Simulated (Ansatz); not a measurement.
## All-electron DFT: In3O

System: generated In3O built from the Cu3Au structure and then distorted, one atom being moved towards a neighbour.

Level of theory: PBE (LAPW, all electrons, scalar relativity, no spin–orbit coupling, point nucleus; Ansatz). Brillouin zone: 2×2×2 (half-step shift), Fermi–Dirac smearing of 0.15 eV; a denser mesh would shift the values. In metals such a mesh can move stress, forces and moments by their own size. The run is spin-unpolarised. The cell's electron count is odd, so a run with spin could end lower. Atoms are numbered as listed.

```
O In
1.0
     4.45040    0.13144    0.21759
     0.13144    4.61057   -0.07494
     0.21759   -0.07494    4.30913
O In
1 3
Direct
  0.88077 0.10066 0.14679
  0.13524 0.56397 0.52552
  0.55172 0.05026 0.43151
  0.51805 0.63461 0.98425
```

Forces in eV/Å:
```
O1    3.317  1.057 -2.701
In2  -1.512 -0.290  0.014
In3  -2.794  0.208  3.819
In4   0.989 -0.975 -1.133
```

Stress tensor (GPa, compression positive):
```
13.86  3.22 -7.71
 3.22  6.05  1.18
-7.71  1.18 17.06
```

```
All-electron free energy E − TS (its zero hangs on the relativistic scheme and nucleus) : -482195.330 eV
Pressure                                                                                : 12.32 GPa
Largest force                                                                           : 4.737 eV/Å
```
